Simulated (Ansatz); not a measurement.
CaClF:
```
CELL_PARAMETERS angstrom
      3.86636     0.00000     0.00000
      0.00000     3.86636     0.00000
      0.00000     0.00000     6.87520
ATOMIC_POSITIONS crystal
  Ca 0.00000 0.50000 0.80682
  Ca 0.50000 0.00000 0.19318
  Cl 0.50000 0.00000 0.64672
  Cl 0.00000 0.50000 0.35328
  F  0.50000 0.50000 0.00000
  F  0.00000 0.00000 0.00000
```

Relaxed with r²SCAN.

Task: Tabulate the valence density and the electron localisation function along the shortest Ca–Cl contact (2.95 Å), r²SCAN in the plane-wave PAW code Ansatz.

Result: 

| distance from Ca (Å) | density (e/Å³) | ELF |
|---|---|---|
| 0.29 | 5.86 | 0.81 |
| 0.44 | 4.49 | 0.86 |
| 0.59 | 2.86 | 0.86 |
| 0.74 | 1.51 | 0.83 |
| 0.88 | 0.69 | 0.69 |
| 1.03 | 0.30 | 0.30 |
| 1.18 | 0.15 | 0.06 |
| 1.33 | 0.12 | 0.04 |
| 1.47 | 0.14 | 0.18 |
| 1.62 | 0.20 | 0.56 |
| 1.77 | 0.32 | 0.78 |
| 1.92 | 0.53 | 0.85 |
| 2.06 | 0.86 | 0.88 |
| 2.21 | 1.33 | 0.88 |
| 2.36 | 1.77 | 0.84 |
| 2.51 | 1.71 | 0.74 |
| 2.65 | 1.00 | 0.51 |

The density is the valence pseudo-density with augmentation charge, so density and ELF within about 1 Å of a nucleus are not all-electron values.

Space group P4/nmm. The workflow started from a Materials Project entry (that database holds measured and hypothetical structures alike); the Crystallography Open Database files this formula in space group No. 129, but the cells were not matched. Its standing as an ambient phase is unchecked. The cell was relaxed with r²SCAN under the symmetry of its start; its stability against distortions is not shown here.

Potentials: the later of the program's two PAW sets.
